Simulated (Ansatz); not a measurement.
## Computed frozen-phonon scan: ScCu (CsCl type)

ScCu (CsCl type)

```xyz
4
Lattice="6.3319 0.0000 0.0000 0.0000 3.1660 0.0000 0.0000 0.0000 3.1660" Properties=species:S:1:pos:R:3 pbc="T T T"
Sc     1.5830     1.5830     1.5830
Sc     4.7489     1.5830     1.5830
Cu     0.0000     0.0000     0.0000
Cu     3.1660     0.0000     0.0000
```

A phonon eigenvector at X = (0.5, 0.0, 0.0) is frozen into this cell: atom i moves by Q times the vector below, so Q is the largest atomic displacement, in Å. The cell is held. It is one choice among 2 degenerate patterns. (q is in reciprocal vectors of the primitive cell; the cell shown is doubled to hold the pattern.)

| atom | x | y | z |
|---|---|---|---|
| Sc1 | 0.000 | 0.000 | 1.000 |
| Sc2 | 0.000 | 0.000 | -1.000 |

Atoms not listed stay in place.

These are LDA (plane waves to 420 eV, PAW, scalar-relativistic; Ansatz, a program for electronic structure) values and carry that method's errors. k mesh 8×15×15 (Γ-centred), Fermi-Dirac smearing 0.05 eV. E stands for the smeared free energy. With partly filled bands, energies and forces of such displacements shift with the k mesh and the smearing. ScCu is run without spin polarisation. ScCu was relaxed with its symmetry unable to fall. The relaxed volume of ScCu is well below the measured one. ΔE is measured from the undisplaced structure.

```tsv
Q (Å)	ΔE (meV/cell)	−dE/dQ from forces (eV/Å)
-0.100	39.5	0.790
-0.083	27.4	0.658
-0.067	17.6	0.527
-0.050	9.9	0.395
-0.033	4.4	0.264
-0.017	1.1	0.132
0.000	0.0	0.000
0.017	1.1	-0.132
0.033	4.4	-0.264
0.050	9.9	-0.395
0.067	17.6	-0.527
0.083	27.4	-0.658
0.100	39.5	-0.790
```

Derived quantities:

Energy at Q = 0.100 Å: 39.5 meV/cell
Space group of the distorted cell: Pmma (No. 51), lowered from Pm-3m
Symmetry of the curve: even: the same for both signs
Shape of the curve: a single well with its minimum at or next to zero displacement
Harmonic wavenumber from the curvature (finite differences): 155 cm⁻¹
Wavenumber by perturbation theory (DFPT, on another k mesh): 153 cm⁻¹

The 13 points together took very roughly 6 core-minutes.

(A displaced cell: forces are minus the slopes of the energy, force constants its curvatures, and phonons follow from these.)
